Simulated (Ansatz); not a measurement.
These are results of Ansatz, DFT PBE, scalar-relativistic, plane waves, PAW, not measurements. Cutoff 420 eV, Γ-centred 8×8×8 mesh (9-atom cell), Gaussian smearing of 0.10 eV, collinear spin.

Formation energies are uncorrected and count from the elements' standard states at the same level.

Q: Find a candidate cubic metal that holds O and 2 more elements, with a formation energy near −0.60 eV/atom, a density near 4.55 g/cm³ and a net moment near 0.6 μB per atom, in a cell of 9 atoms.

A: BaZn₂O₆, space group Fm-3m (No. 225). Ba is surrounded by 12 O at 2.86 Å and 8 Zn at 3.51 Å; around Zn lie 6 O at 2.03 Å and 4 Ba at 3.51 Å; O is surrounded by 2 Zn at 2.03 Å, 2 Ba at 2.86 Å and 8 O at 2.86 Å.

```xyz
9
Lattice="0.0000 4.0505 4.0505 4.0505 0.0000 4.0505 4.0505 4.0505 0.0000" Properties=species:S:1:pos:R:3 pbc="T T T"
Ba    0.0000    0.0000    0.0000
Zn    6.0757    6.0757    6.0757
Zn    2.0252    2.0252    2.0252
O     0.0000    2.0252    2.0252
O     4.0505    2.0252    2.0252
O     2.0252    0.0000    2.0252
O     2.0252    4.0505    2.0252
O     2.0252    2.0252    0.0000
O     2.0252    2.0252    4.0505
```

| Item | Value |
| --- | --- |
| Volume per atom | 14.77 Å³ |
| Density | 4.55 g/cm³ |
| Energy over the elements | −0.60 eV/atom |
| Gap on the 8×8×8 mesh of the 9-atom cell | 0 eV (a metal) |
| Net moment per atom | 0.63 μB |
| Moment by site | Zn 0.1 (×2); O 0.8 (×6) μB |

It was reached by relaxing an invented guess, and it needn't be the stable form of this composition. Other answers may fit too; this one was computed.

Another magnetic order may lie lower. A structure relaxed within its symmetry needn't be a true minimum. Site moments count only spheres around the atoms; the net moment includes the space between them.
